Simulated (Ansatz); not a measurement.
Ansatz (an electronic-structure program) input:

Ansatz 0.2 input:
```yaml
crystal:
  lattice:
    - [5.6047778388, 0.0, 0.0]
    - [-2.8023889194, 4.853879991, 0.0]
    - [0.0, 0.0, 4.5196170372]
  atoms:
    - { symbol: V, position: [0.8497399745, 0.699479949, 0.25], spin: 0.23 }
    - { symbol: V, position: [0.1502600255, 0.8497399745, 0.75], spin: 0.23 }
    - { symbol: V, position: [0.300520051, 0.1502600255, 0.25], spin: 0.23 }
    - { symbol: V, position: [0.1502600255, 0.300520051, 0.75], spin: 0.23 }
    - { symbol: V, position: [0.8497399745, 0.1502600255, 0.25], spin: 0.23 }
    - { symbol: V, position: [0.699479949, 0.8497399745, 0.75], spin: 0.23 }
    - { symbol: Sn, position: [0.3333333333, 0.6666666667, 0.25], spin: 0.0 }
    - { symbol: Sn, position: [0.6666666667, 0.3333333333, 0.75], spin: 0.0 }
kpoints:
  mp_grid: { grid: [9, 9, 9] }
hamiltonian:
  xc: r2scan
  pseudopotentials: { kind: paw }
magnetization: { spin_polarized: true }
scf:
  occupations: { method: gaussian, width: 0.1 }
checkpoint: { read: metal.run }
output: { bader: true, populations: true }
```

Output (shortened):

```
Pseudopotential: V, paw, valence charge 13
Pseudopotential: Sn, paw, valence charge 14
Functional definition: r2SCAN
Crystal: 8 atoms, lattice volume = 122.956 Å³
Basis set: ecut = 500 eV, 3143 PW (Γ), exchange–correlation on 180×180×144 points (64 copies of the dense FFT grid, shifted against one another)
Bands: 65, of which v1, the nominal top of the filled ones, is band 53 counted from 1 (52 counted from 0)
Symmetry: 24 space group operations
Space group: P63/mmc (ITA 194), of the structure as read, at distance tolerance 5.0e-5 Å
k-points: 60 of 729
Stability of the state it starts from, as read at its close in the collinear treatment (another_mixer)
Starting moments: Σ|m| = 1.38 μB on 6 of 8 sites; this step starts from the density that it was given
iter 1 solved again at ethr=2.14e-7 eV; its pass at ethr=3.10e-3 eV (dr2=2.27e-4 eV) is discarded
SCF iter   1: F=—  HF=-29580.208454 eV  |F-HF|=—  |Δ(HF+E_count)|=         —  Δρ=2.27e-7 (↑2.27e-7 ↓1.94e-7)  dr2=8.94e-11  dr2_τ=1.75e-12  dr2_m=1.12e-11  M=1.380 μB ∫|m|=1.482 μB  β_m=1.20  ethr=2.14e-7  ⟨swp⟩=3.2  Hψ=45516  notcnv=0
preconditioner: auto → Kerker (q_TF=auto, 2.662 Å⁻¹)
spin=Collinear: Kerker preconditioning applied to the charge; magnetization (m = ρ↑ − ρ↓) channel mixes plain (no charge-response kernel on spin).
SCF iter   2: F=—  HF=-29580.208530 eV  |F-HF|=—  |Δ(HF+E_count)|=   7.61e-5  Δρ=9.46e-8 (↑9.46e-8 ↓7.58e-8)  dr2=1.93e-11  dr2_τ=1.42e-12  dr2_m=3.01e-12  M=1.380 μB ∫|m|=1.482 μB  β_m=1.20  ethr=1.00e-12  ⟨swp⟩=7.3  Hψ=28239  notcnv=0  κ⁻¹=1.0e0(r=1)
SCF iter   3: F=-29580.208530 eV  HF=-29580.208530 eV  |F-HF|=0.00e0  |Δ(HF+E_count)|=  3.27e-11  Δρ=6.19e-8 (↑6.19e-8 ↓6.07e-8)  dr2=1.31e-11  dr2_τ=1.96e-13  dr2_m=6.50e-13  M=1.380 μB ∫|m|=1.482 μB  ethr=1.00e-12  ⟨swp⟩=1.0  Hψ=16181  notcnv=0
SCF 1 converged in 3 iterations: F = -29580.208530 eV  dr2 = 1.31e-11
Stability not checked (another_mixer)
SCF converged after 3 iterations
Magnetization: 1.3795 μB (53.6898 up, 52.3102 down)
Absolute magnetization: 1.4863 μB (∫|ρ↑−ρ↓|, with the PAW one-centre terms)
Spin contamination: 0.0639 ħ² per cell (⟨S²⟩ above its minimum at these occupations)
Per-site moments (μB) at R_I (Å): [(0.19251254742848903, 1.0421904004659994), (0.1925125474284888, 1.0421904004659994), (0.19251254742848903, 1.0421904004659994), (0.19251254742848853, 1.0421904004659994), (0.19251254742848897, 1.0421904004659994), …
Free energy (F): -29580.208530 eV
Harris-Foulkes:  -29580.208530 eV  (|F-HF|=0.00e0)
Internal energy: -29580.168825 eV  (E = F + TS)
E sigma→0 (E₀):  -29580.188678 eV
Entropy (-TS):   -0.039705 eV (-4.963 meV/atom)
Fermi energy:    16.034837 eV
--- Per-component energies (eV) ---
  E_band       = -1044.189466
  E_kinetic    = 2398.258754
  E_local      = -6973.293286  (includes V_loc(G=0)·N_el)
  E_nonlocal   = -332.635777
  E_hartree    = 3532.820480
  E_xc         = -1509.755710
  E_vxc        = -1317.107009  (∫ρ·V_xc dr)
  E_paw        = -15057.120040  (= ΣΔE_a)
  E_vpaw       = -1972.655923  (= ΣTr[D̂ρ^β])
  E_aug_tail   = 0.001126  (compensation charges beyond the density's cutoff)
  E_vtau       = 87.601824  (kinetic-family band-sum trace: ∫τ·v_τ [+ j·A + Jᵃ·Aᵃ] dr)
  E_ewald      = -11638.320327
  E_core_change = -0.124046  (= ΣΔE_core)
  E_smearing   = -0.039705  (= −TS)
  E_closure    =  0.000000  (closes the sum)
  Σ components = -29580.208530   (vs F -29580.208530, Δ=0.00e0)
  [band-id]    e_kinetic+e_local+e_nonlocal+2·e_hartree+e_vxc+e_vpaw+e_augmentation_tail+e_vtau = -1044.189332   (vs E_band -1044.189466, Δ=1.34e-4)
--- Band table (eV; the first three rows and the last of 120) ---
  k-point 0 ↑: bands = ["-50.6519", "-50.5313", "-50.5250", "-50.5250", "-50.4663", "-50.4663", "-23.6330", "-23.6030", "-23.5150", "-23.5150", "-23.4642", "-23.4548", "-23.4548", "-23.3869", "-23.3869", "-23.2839", "-23.1076", "-23.0779", "-23.0779", …
  k-point 1 ↑: bands = ["-50.6483", "-50.5350", "-50.5232", "-50.5232", "-50.4680", "-50.4680", "-23.6251", "-23.6016", "-23.5383", "-23.5383", "-23.4674", "-23.4674", "-23.4574", "-23.3520", "-23.3520", "-23.2786", "-23.1130", "-23.0761", "-23.0761", …
  k-point 2 ↑: bands = ["-50.6379", "-50.5455", "-50.5181", "-50.5181", "-50.4731", "-50.4731", "-23.6071", "-23.5977", "-23.5722", "-23.5722", "-23.4992", "-23.4992", "-23.4328", "-23.2847", "-23.2847", "-23.2635", "-23.1285", "-23.0751", "-23.0751", …
  k-point 59 ↓: bands = ["-50.3518", "-50.3314", "-50.2645", "-50.2645", "-50.2511", "-50.2511", "-23.3488", "-23.3409", "-23.2948", "-23.2948", "-23.2741", "-23.2741", "-23.0159", "-22.9612", "-22.9275", "-22.9191", "-22.8769", "-22.8769", "-22.8507", …
--- Löwdin populations: 8 sites ---
  site symbol       q [e]    m [muB]
     0      V     12.6359     0.2294
     1      V     12.6359     0.2294
     2      V     12.6359     0.2294
     3      V     12.6359     0.2294
     4      V     12.6359     0.2294
     5      V     12.6359     0.2294
     6     Sn     14.6844    -0.0097
     7     Sn     14.6844    -0.0097
  spilling = 0.007696 (of n_electrons = 106.000000)
--- Bader charges: 8 sites ---
  site symbol  charge [e]  shift [e]    m [muB]
     0      V      0.3370     0.0011     0.2311
     1      V      0.3370     0.0011     0.2311
     2      V      0.3370     0.0011     0.2311
     3      V      0.3369     0.0011     0.2311
     4      V      0.3369     0.0011     0.2311
     5      V      0.3370     0.0011     0.2311
     6     Sn     -1.0109     0.0032    -0.0034
     7     Sn     -1.0109     0.0032    -0.0034
  shift: an alarm, by how much a part of what the PAW files miss would move the charge. Where it is large, compare
  with a run on PAW files of another source; a small one proves nothing
  estimated error of the sums over rays = 6.9e-4 e
```

Cost: very roughly 3 core-minutes on shared cores.

Space group P6_3/mmc. The workflow started from an entry of the Crystallography Open Database (COD), which files this formula under 2 space groups. Whether it is the stable phase at ambient conditions was not checked. Symmetry was held in the r²SCAN relaxation; whether a distortion lowers the energy is not shown. Spin order of the final state: ferromagnetic, the only order run, not a proven ground state. Other orbital occupations within this spin state were not tried. Spin–orbit coupling is left out wherever it is not named.

Potentials: the later of the program's two PAW sets.

Ansatz is a plane-wave DFT program.
